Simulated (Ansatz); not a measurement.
This run works on a proposed trial structure, not on a known crystal.

Input and command of a plane-wave DFT calculation in Ansatz:

```yaml
crystal:
  lattice:
    - [4.3762301992, 0.0015158868, 0.0177992444]
    - [0.0042512464, 4.3762438189, 0.0141322371]
    - [2.1905589276, 2.2021528095, 15.7153443294]
  atoms:
    - { symbol: Sn, position: [0.4035839064, 1.0036231174, 0.5974425826] }
    - { symbol: Sn, position: [0.6055017064, 0.2056384937, 0.1934748678] }
    - { symbol: Sn, position: [-0.0036109305, 0.5964616195, 0.4026497923] }
    - { symbol: Sn, position: [0.7943168559, 0.3944240555, 0.8065932726] }
    - { symbol: Sn, position: [0.7000975412, 0.3000179929, 0.9999755664] }
    - { symbol: Sn, position: [0.2000168949, 0.7999442141, 9.93719e-05] }
    - { symbol: Te, position: [0.300688538, 0.9006548912, 0.7986811324] }
    - { symbol: Te, position: [0.4994304314, 0.0993992169, 0.4003406064] }
    - { symbol: Te, position: [0.0993191322, 0.6992889602, 0.2011950264] }
    - { symbol: Te, position: [0.9006559237, 0.5005474384, 0.5995477812] }
basis:
  ecutwfc: 420
kpoints:
  mp_grid: { grid: [8, 8, 2] }
hamiltonian:
  xc: pbe
scf:
  occupations: { method: gaussian, width: 0.1 }
output:
  forces: true
  stress: true
  eigenvalues: true
relax:
  adjacent_minimum: "off"
  f_tol: 0.01
  max_steps: 30
  cell: { stress_tol: 0.1, fix: [volume] }
```

```bash
ansatz run input.yaml --threads 1 --pin off --max-ram 2560MiB --backend cpu --events-out ev --progress --plain --runs-dir out
```

Processor: AMD EPYC 9R45 96-Core Processor (Zen 5), 1 thread, on a host shared with other jobs.

How long does it run, and how much memory does it take?

About 3.6 min, peak memory 1.4 GiB. It solves 89 bands at 68 k points (after reduction by symmetry) with about 5913 plane waves, in 21 SCF iterations over 3 ionic steps.
